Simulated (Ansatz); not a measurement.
Polymorphs of Zr2Cu, each relaxed with plane-wave PAW PBEsol (Ansatz code):

A: MoSi2 or CaC2 type (I4/mmm)
a = 3.1876 Å, b = 3.1876 Å, c = 11.0415 Å, α = 90.00°, β = 90.00°, γ = 90.00°

```
atom  site  symmetry       x       y       z
----  ----  --------  ------  ------  ------
Cu      2a     4/mmm  0.0000  0.0000  0.0000
Zr      4e       4mm  0.0000  0.0000  0.3465
```

B: C2/m
a = 10.4674 Å, b = 3.2054 Å, c = 8.0915 Å, α = γ = 90.00°, β = 123.80°

```tsv
atom	site	symmetry	x	y	z
Zr	4i	m	0.0757	0.0000	0.8402
Zr	4i	m	0.3415	0.0000	0.4425
Cu	4i	m	0.1347	0.5000	0.1503
```

Problem. Put the candidates in order of energy per atom at 0 K, lowest first, for PBEsol.

Solution. A (+0 meV/atom), B (+47 meV/atom)

Standing as an ambient phase not checked: A; B. All cells were relaxed under the symmetry of their starts (and spin orders); stability against distortions was not tested throughout. Rows with no word on spin ran without spin polarisation. Scalar-relativistic: spin–orbit coupling is off unless named, which matters more the heavier the elements.

Energies hold the estimated change up to a 700 eV cutoff; steps of a few meV lie near the error of the meshes.

Potentials: the later of the program's two PAW sets.
